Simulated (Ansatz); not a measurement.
ZnS:
Space group F-43m (No. 216); a = b = c = 5.389 Å, α = β = γ = 90.00°

```csv
atom,site,symmetry,x,y,z
S,4c,-43m,0.2500,0.2500,0.2500
Zn,4a,-43m,0.0000,0.0000,0.0000
```
(The calculation used a cell of 2 atoms; values per cell refer to that cell.)

Relaxed with r²SCAN.

Task: Give the optical modes at the zone centre with their infrared and Raman activity from DFPT, DFT-r²SCAN in the program Ansatz with PAW potentials.

Result: Transverse frequencies, without the LO–TO term; a row sums one degenerate level.

```json
[
 {"ω (cm⁻¹)": "273", "degeneracy": "3", "IR ((D/Å)²/amu)": "12.71", "Raman (Å⁴/amu)": "4.6", "activity": "IR+Raman", "symmetry": "T2"}
]
```

Task: How high does the top mode go among those that the LO–TO term moves?

Result: 342 cm⁻¹ for q along x.

Symmetry was held in the r²SCAN relaxation; phonons on a q-mesh show no instability.

Potentials: the later of the program's two PAW sets.
